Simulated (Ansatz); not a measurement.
Level of theory: DFT r2SCAN, scalar-relativistic, plane waves, PAW in Ansatz.

Structure of Nb:

```xyz
1
Lattice="0.0000 2.1064 2.1064 2.1064 0.0000 2.1064 2.1064 2.1064 0.0000" Properties=species:S:1:pos:R:3 pbc="T T T"
Nb    0.0000    0.0000    0.0000
```

Settings: cutoff 500 eV, Γ-centred mesh 18×18×18 on the computed 1-atom cell, Gaussian smearing of 0.10 eV; no spin polarisation.

Levels along Γ–X–U | K–Γ–L–W–X, in eV from the Fermi level, sorted by energy at each point. Points in fractions of the primitive reciprocal vectors: Γ (0.000 0.000 0.000), X (0.500 0.000 0.500), U (0.625 0.250 0.625), K (0.375 0.375 0.750), L (0.500 0.500 0.500), W (0.500 0.250 0.750).
| point | k (1/Å, with 2π) | band 5 | band 6 | band 7 | band 8 | band 9 |
| --- | --- | --- | --- | --- | --- | --- |
| Γ | 0.000 | -6.60 | 0.13 | 0.13 | 0.13 | 2.97 |
| - | 0.213 | -6.33 | -0.15 | 0.29 | 0.29 | 2.65 |
| - | 0.426 | -5.59 | -0.83 | 0.75 | 0.75 | 1.85 |
| - | 0.639 | -4.59 | -1.66 | 0.99 | 1.51 | 1.51 |
| - | 0.852 | -3.85 | -2.43 | 0.77 | 2.54 | 2.54 |
| - | 1.065 | -3.84 | -3.04 | 1.66 | 3.73 | 3.73 |
| - | 1.278 | -4.13 | -3.42 | 3.00 | 4.86 | 4.89 |
| X | 1.491 | -4.26 | -3.55 | 3.66 | 4.97 | 5.45 |
| - | 1.567 | -4.24 | -3.52 | 3.45 | 4.91 | 5.43 |
| - | 1.642 | -4.16 | -3.45 | 2.99 | 4.72 | 5.37 |
| - | 1.717 | -4.03 | -3.32 | 2.46 | 4.44 | 5.27 |
| - | 1.793 | -3.87 | -3.14 | 1.94 | 4.10 | 5.14 |
| - | 1.868 | -3.69 | -2.92 | 1.43 | 3.73 | 4.97 |
| - | 1.943 | -3.48 | -2.66 | 0.96 | 3.37 | 4.77 |
| U | 2.019 | -3.26 | -2.39 | 0.52 | 3.01 | 4.55 |
| K | 2.019 | -3.26 | -2.39 | 0.52 | 3.01 | 4.55 |
| - | 2.245 | -2.52 | -1.79 | -0.55 | 2.11 | 3.75 |
| - | 2.471 | -2.28 | -1.32 | -1.19 | 1.57 | 2.85 |
| - | 2.697 | -3.15 | -1.39 | -0.43 | 1.44 | 1.98 |
| - | 2.923 | -4.34 | -1.19 | 0.32 | 1.21 | 1.69 |
| - | 3.149 | -5.48 | -0.68 | 0.55 | 0.62 | 2.20 |
| - | 3.375 | -6.30 | -0.12 | 0.25 | 0.29 | 2.73 |
| Γ | 3.601 | -6.60 | 0.13 | 0.13 | 0.13 | 2.97 |
| - | 3.785 | -6.40 | -0.03 | 0.22 | 0.22 | 2.88 |
| - | 3.970 | -5.84 | -0.41 | 0.43 | 0.43 | 2.74 |
| - | 4.154 | -5.07 | -0.74 | 0.57 | 0.57 | 2.80 |
| - | 4.339 | -4.39 | -0.68 | 0.46 | 0.46 | 3.27 |
| - | 4.523 | -4.09 | -0.03 | 0.24 | 0.24 | 4.00 |
| - | 4.708 | -4.05 | 0.06 | 0.06 | 0.85 | 4.65 |
| L | 4.892 | -4.07 | -0.01 | -0.01 | 1.27 | 4.92 |
| - | 5.043 | -3.94 | -0.23 | 0.10 | 1.08 | 4.88 |
| - | 5.194 | -3.58 | -0.76 | 0.45 | 0.62 | 4.77 |
| - | 5.344 | -3.06 | -1.39 | 0.07 | 0.99 | 4.61 |
| - | 5.495 | -2.45 | -1.97 | -0.46 | 1.63 | 4.50 |
| - | 5.646 | -2.42 | -1.87 | -0.88 | 2.07 | 4.67 |
| - | 5.796 | -2.70 | -1.42 | -1.14 | 2.13 | 5.17 |
| W | 5.947 | -2.79 | -1.24 | -1.24 | 2.09 | 5.46 |
| - | 6.053 | -2.90 | -1.82 | -0.58 | 2.25 | 5.46 |
| - | 6.160 | -3.16 | -2.33 | 0.13 | 2.69 | 5.46 |
| - | 6.266 | -3.49 | -2.76 | 0.90 | 3.29 | 5.45 |
| - | 6.373 | -3.80 | -3.10 | 1.70 | 3.91 | 5.45 |
| - | 6.479 | -4.05 | -3.35 | 2.51 | 4.46 | 5.45 |
| - | 6.586 | -4.21 | -3.50 | 3.27 | 4.84 | 5.45 |
| X | 6.693 | -4.26 | -3.55 | 3.66 | 4.97 | 5.45 |

This fcc form isn't the element's structure at ambient conditions.